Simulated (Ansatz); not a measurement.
Given:

PbAu₂:
```yaml
crystal:
  lattice:
    - [0.00000, 3.93918, 3.93918]
    - [3.93918, 0.00000, 3.93918]
    - [3.93918, 3.93918, 0.00000]
  atoms:
    - { symbol: Pb, position: [0.25000, 0.25000, 0.25000] }
    - { symbol: Pb, position: [0.00000, 0.00000, 0.00000] }
    - { symbol: Au, position: [0.62500, 0.62500, 0.12500] }
    - { symbol: Au, position: [0.62500, 0.12500, 0.62500] }
    - { symbol: Au, position: [0.62500, 0.62500, 0.62500] }
    - { symbol: Au, position: [0.12500, 0.62500, 0.62500] }
```

This is the LDA-relaxed structure.

Problem. All from LDA in the plane-wave PAW code Ansatz, unless another level is named. Estimate the density of states at the Fermi level.

Solution. 0.15 states/eV per atom (mean over ±0.08 eV).

Problem. Predict the formation energy from the elements (no fitted shifts).

Solution. -0.047 eV/atom.

Space group Fd-3m (cubic Laves (MgCu2 type)). The workflow started from a Materials Project entry (that database holds measured and hypothetical structures alike); the Crystallography Open Database files this formula in space group No. 227, but the cells were not matched. Whether it is the stable phase at ambient conditions was not checked. The LDA relaxation kept the symmetry of its start; of distortions, only those at the zone centre were tested, and some modes there are weakly imaginary. The references are the lowest solids computed at this level, not always the standard phases. Scalar-relativistic: spin–orbit coupling is off unless named, which matters more the heavier the elements.

Potentials: the earlier of the program's two PAW sets.
